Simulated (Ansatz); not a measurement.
TaAl3:
```
TaAl3
1.0
   -1.91452     1.91452     4.25120
    1.91452    -1.91452     4.25120
    1.91452     1.91452    -4.25120
Ta Al
1 3
Direct
  0.00000   0.00000   0.00000
  0.50000   0.50000   0.00000
  0.75000   0.25000   0.50000
  0.25000   0.75000   0.50000
```

Relaxed with PBEsol. Special points in fractions of this cell's reciprocal vectors: Γ (0.000, 0.000, 0.000); X (0.000, 0.000, 0.500); P (0.250, 0.250, 0.250); N (0.000, 0.500, 0.000); M (0.500, 0.500, -0.500); S (0.301, 0.699, -0.301); S0 (-0.301, 0.301, 0.301); R (-0.101, 0.101, 0.500); G (0.500, 0.500, -0.101).

Problem. List the band energies nearest the Fermi level at these points for DFT-PBEsol with spin–orbit coupling in the program Ansatz with PAW potentials.

Solution. In eV from the Fermi level; about four levels below and three above (degenerate sets whole), none deeper than 8.9 eV; points with the same levels are listed once.

```tsv
k	below	above
Γ	-2.29 -2.29 -2.22 -2.22	0.17 0.17 1.02 1.02
X	-3.07 -3.07 -2.17 -2.17	1.12 1.12 2.08 2.08
P	-1.67 -1.67 -0.20 -0.20	1.44 1.44 2.09 2.09
N	-1.37 -1.37 -0.31 -0.31	1.60 1.60 1.62 1.62
M	-1.27 -1.27 -0.11 -0.11	0.00 0.00 0.43 0.43
S	-1.43 -1.43 -0.22 -0.22	1.24 1.24 1.91 1.91
R	-2.32 -2.32 -2.02 -2.02	1.45 1.45 1.67 1.67
```

Space group I4/mmm. The first step of the workflow began from a Materials Project structure, measured or hypothetical; the Crystallography Open Database files this formula in space group No. 139, but the cells were not matched. Its standing as an ambient phase is unchecked. The cell was relaxed with PBEsol under the symmetry of its start; its stability against distortions is not shown here. No spin polarisation was allowed.

Potentials: the later of the program's two PAW sets.
